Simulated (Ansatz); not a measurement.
The cell below belongs to a search over invented structures; it isn't taken from experiment.

Input and command of a plane-wave DFT calculation in Ansatz:

```yaml
crystal:
  lattice:
    - [5.1228185504, 0.0, 0.0]
    - [0.0, 3.1578488932, 0.0]
    - [-1.740897579, 0.0, 5.3907023439]
  atoms:
    - { symbol: Sc, position: [0.2871090898, 0.5, 0.2052405802] }
    - { symbol: Ga, position: [0.7685540736, 0.5, 0.8731599594] }
    - { symbol: Ga, position: [0.7636898295, 0.0, 0.2697181171] }
    - { symbol: Ga, position: [0.2038378115, 0.0, 0.6291875823] }
    - { symbol: "N", position: [0.4286680997, 0.5, 0.6112754178] }
    - { symbol: "N", position: [0.048142076, 0.0, 0.9114163632] }
basis:
  ecutwfc: 420
kpoints:
  mp_grid: { grid: [6, 10, 6] }
hamiltonian:
  xc: pbe
scf:
  occupations: { method: gaussian, width: 0.1 }
output:
  forces: true
  stress: true
  eigenvalues: true
relax:
  adjacent_minimum: "off"
  f_tol: 0.01
  max_steps: 80
  cell: { stress_tol: 0.05 }
```

```bash
ansatz run input.yaml --threads 1 --pin off --max-ram 2560MiB --backend cpu --events-out ev --progress --plain --runs-dir out
```

Processor: Arm Neoverse N1, 1 thread, on a host shared with other jobs.

Question: How long does it run, and how much memory does it take?

Answer: About 8.9 min, peak memory 0.57 GiB. It solves 36 bands at 120 k points (after reduction by symmetry) with about 1701 plane waves (on the last cell), in 47 SCF iterations over 7 ionic steps.
